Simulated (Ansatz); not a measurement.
One crystal and one scan (frozen-phonon scan) at two levels, r2SCAN (plane waves to 500 eV, PAW, scalar-relativistic; Ansatz, an electronic-structure program) and PBE (plane waves to 420 eV, PAW, scalar-relativistic; Ansatz), each from its own relaxed cell and on its own mesh. The cell shown is that of r2SCAN.

Relaxed AlN (zinc blende):

```
AlN
1.0
    0.00000     4.36982     4.36982
    2.18491     2.18491     4.36982
    2.18491     2.18491     0.00000
N Al
2 2
Cartesian
  3.27737   3.27737   3.27737
  3.27737   5.46228   5.46228
  0.00000   0.00000   0.00000
  2.18491   4.36982   6.55473
```

The atoms are displaced by Q × the pattern below (from a DFPT mode at X = (0.5, 0.5, 0.0), largest move 1; Q in Å), at fixed cell. It is one choice among 2 degenerate patterns. (q is in reciprocal vectors of the primitive cell; the cell shown is doubled to hold the pattern.)

```csv
atom,x,y,z
N1,0.000,-1.000,0.000
N2,0.000,1.000,0.000
Al3,0.338,0.000,0.000
Al4,-0.338,0.000,0.000
```

AlN was relaxed with its symmetry unable to fall. Percentages come from the unrounded values.

Results of r2SCAN:

| Quantity | Result |
|---|---|
| Lattice constant a (Å) | 4.370 |
| Harmonic wavenumber from the curvature (finite differences) (cm⁻¹ (negative: imaginary)) | 667 |
| Shape of the curve | a single well with its minimum at or next to zero displacement |

Q: What does PBE give for the same quantities?

A: 
```tsv
quantity	PBE	r2SCAN − PBE
Lattice constant a (Å)	4.403	-0.033 (-0.8 %)
Harmonic wavenumber from the curvature (finite differences) (cm⁻¹ (negative: imaginary))	638	+29 (+4.4 %)
```

r2SCAN gives the higher value for: harmonic wavenumber from the curvature. r2SCAN gives the lower value for: lattice constant a. Both give the same shape of the curve: a single well with its minimum at or next to zero displacement. Neither level is exact: the differences show how much the result hangs on the functional.

(A displaced cell: forces are minus the slopes of the energy, force constants its curvatures, and phonons follow from these.)
